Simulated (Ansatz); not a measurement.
A calculation with the code Ansatz. Plane-wave DFT: natural occupations of the f shells on orthogonalised atomic orbitals at the end of the run, rising, by spin; atoms or cell relaxed as the task says.

```
cell
1.0
     3.8967   -3.8967    0.0000
     3.8967    3.8967    0.0000
     0.0000    0.0000   10.1037
Co Eu Ge Si
8 4 4 4
Direct
  0.7500 0.2500 0.2543
  0.2500 0.2500 0.7543
  0.2500 0.7500 0.2543
  0.7500 0.7500 0.7543
  0.2500 0.2500 0.2543
  0.7500 0.2500 0.7543
  0.7500 0.7500 0.2543
  0.2500 0.7500 0.7543
  0.0000 0.5000 0.4987
  0.5000 0.5000 0.9987
  0.5000 0.0000 0.4987
  0.0000 0.0000 0.9987
  0.0000 0.0000 0.6288
  0.5000 0.0000 0.1288
  0.5000 0.5000 0.6288
  0.0000 0.5000 0.1288
  0.0000 0.5000 0.8640
  0.5000 0.5000 0.3640
  0.5000 0.0000 0.8640
  0.0000 0.0000 0.3640
```

Starting moments (μB): Eu number 1 7.23, Eu number 2 7.23, Eu number 3 7.23, Eu number 4 7.23; others 0.

- cell charge: 0 e
- spin: collinear
- scf start: atoms
- lower state search: off
- functional: PBEsol
- wave cutoff: 420 eV
- k mesh: 4, 4, 2
- k shift: 0.5, 0.5, 0.5 mesh steps
- gaussian smearing: 0.05 eV
- task: single point

Question: How are the f shells occupied at the end?

Answer: 

```
shell atom  shell element  shell spin  shell occupation 1 (e)  shell occupation 2 (e)  shell occupation 3 (e)  shell occupation 4 (e)  shell occupation 5 (e)  shell occupation 6 (e)  shell occupation 7 (e)
         9             Eu          up                    0.88                    0.95                    0.95                    0.97                    0.97                    0.97                    0.97
         9             Eu        down                    0.01                    0.01                    0.01                    0.01                    0.01                    0.01                    0.01
        10             Eu          up                    0.88                    0.95                    0.95                    0.97                    0.97                    0.97                    0.97
        10             Eu        down                    0.01                    0.01                    0.01                    0.01                    0.01                    0.01                    0.01
        11             Eu          up                    0.88                    0.95                    0.95                    0.97                    0.97                    0.97                    0.97
        11             Eu        down                    0.01                    0.01                    0.01                    0.01                    0.01                    0.01                    0.01
        12             Eu          up                    0.88                    0.95                    0.95                    0.97                    0.97                    0.97                    0.97
        12             Eu        down                    0.01                    0.01                    0.01                    0.01                    0.01                    0.01                    0.01
```

Caveats: 4f shell without a U, which puts 4f levels too near the Fermi level; occupations loosely converged; open f or d shells may hold a state above the lowest.
